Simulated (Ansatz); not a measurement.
Relaxed GaAs (zinc blende):

```xyz
4
Lattice="0.0000 5.7456 5.7456 2.8728 2.8728 5.7456 2.8728 2.8728 0.0000" Properties=species:S:1:pos:R:3 pbc="T T T"
As     4.3092     4.3092     4.3092
As     4.3092     7.1820     7.1820
Ga     0.0000     0.0000     0.0000
Ga     2.8728     5.7456     2.8728
```

A phonon eigenvector at X = (0.5, 0.5, 0.0) is frozen into this cell: atom i moves by Q times the vector below, so Q is the largest atomic displacement, in Å. The cell is held. (q is in reciprocal vectors of the primitive cell; the cell shown is doubled to hold the pattern.)

| atom | x | y | z |
|---|---|---|---|
| As1 | 0.000 | 0.000 | -1.000 |
| As2 | 0.000 | 0.000 | 1.000 |

Atoms not listed stay in place.

Method: PBE (plane waves to 420 eV, PAW, scalar-relativistic; Ansatz, an electronic-structure program). k mesh 10×10×10 (Γ-centred), Fermi-Dirac smearing 0.05 eV. GaAs was relaxed with its symmetry unable to fall.

At one point of the scan the forces (eV/Å) are:

```csv
atom,Fx,Fy,Fz
As1,0.000,0.000,1.061
As2,0.000,0.000,-1.061
Ga3,0.000,0.000,0.000
Ga4,0.000,0.000,0.000
```

### Question
Which point is it?
(A) Q = 0.030 Å
(B) Q = 0.150 Å
(C) Q = 0.060 Å
(D) Q = 0.090 Å

### Answer
D, Q = 0.090 Å

(A displaced cell: forces are minus the slopes of the energy, force constants its curvatures, and phonons follow from these.)
